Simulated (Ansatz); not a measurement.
Consider the following.

Starting cell, Cu (fcc, Cu type):

```
Cu
1.0
    0.00000     3.62969     3.62969
    1.81485     1.81485     3.62969
    1.81485     1.81485     0.00000
Cu
2
Direct
  0.00000   0.00000   0.00000
  0.50000   0.00000   0.00000
```

The atoms are displaced by Q × the pattern below (from a DFPT mode at X = (0.5, 0.5, 0.0), largest move 1; Q in Å), at fixed cell. (q is in reciprocal vectors of the primitive cell; the cell shown is doubled to hold the pattern.)

```tsv
atom	x	y	z
Cu1	0.000	0.000	-1.000
Cu2	0.000	0.000	1.000
```

These are PBE (plane waves to 420 eV, PAW, scalar-relativistic; Ansatz, a program for electronic structure) values and carry that method's errors. k mesh 22×22×22 (Γ-centred), Fermi-Dirac smearing 0.05 eV. E stands for the smeared free energy. With partly filled bands, energies and forces of such displacements shift with the k mesh and the smearing. Cu is run without spin polarisation. Cu was relaxed with its symmetry unable to fall. The zero of ΔE is the undisplaced structure.

The scan covers Q from -0.180 to 0.180 Å in 13 points.

**Question.** Which space group does the distorted structure have?

**Answer.** P4/nmm (No. 129), lowered from Fm-3m.

**Question.** Is this a single well or a double well?

**Answer.** A single well with its minimum at or next to zero displacement.

**Question.** What is the energy change at Q = 0.180 Å?

**Answer.** 450 meV/cell.

**Question.** What harmonic wavenumber does the curvature at Q = 0 give?

**Answer.** 238 cm⁻¹.

(For displaced atoms, the force is minus the slope of the energy, and its curvature is a force constant, which sets phonon frequencies.)
